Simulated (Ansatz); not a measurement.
Consider the following.

BW2:
```
CELL_PARAMETERS angstrom
     -2.76943     2.76943     2.37282
      2.76943    -2.76943     2.37282
      2.76943     2.76943    -2.37282
ATOMIC_POSITIONS crystal
  B  0.25000 0.25000 0.00000
  B  0.75000 0.75000 0.00000
  W  0.66983 0.83017 0.50000
  W  0.33017 0.16983 0.50000
  W  0.83017 0.33017 0.16033
  W  0.16983 0.66983 0.83967
```

This is the PBEsol-relaxed structure.

Question: All from PBEsol (plane waves, PAW; program Ansatz), unless another level is named. Predict the electronic character.

Answer: metallic (no gap).

Question: Next, the density of states at the Fermi level?

Answer: 0.60 states/eV per atom (mean over ±0.08 eV).

Question: Next, the formation energy from the elements (no fitted shifts)?

Answer: -0.30 eV/atom.

Space group I4/mcm. The workflow started from a Materials Project entry (that database holds measured and hypothetical structures alike); the Crystallography Open Database files this formula in space group No. 140, but the cells were not matched. Its standing as an ambient phase is unchecked. The cell was relaxed with PBEsol under the symmetry of its start; its stability against distortions is not shown here. No spin polarisation was allowed. The references are the lowest solids computed at this level, not always the standard phases. Scalar-relativistic: spin–orbit coupling is off unless named, which matters more the heavier the elements.

Potentials: the later of the program's two PAW sets.
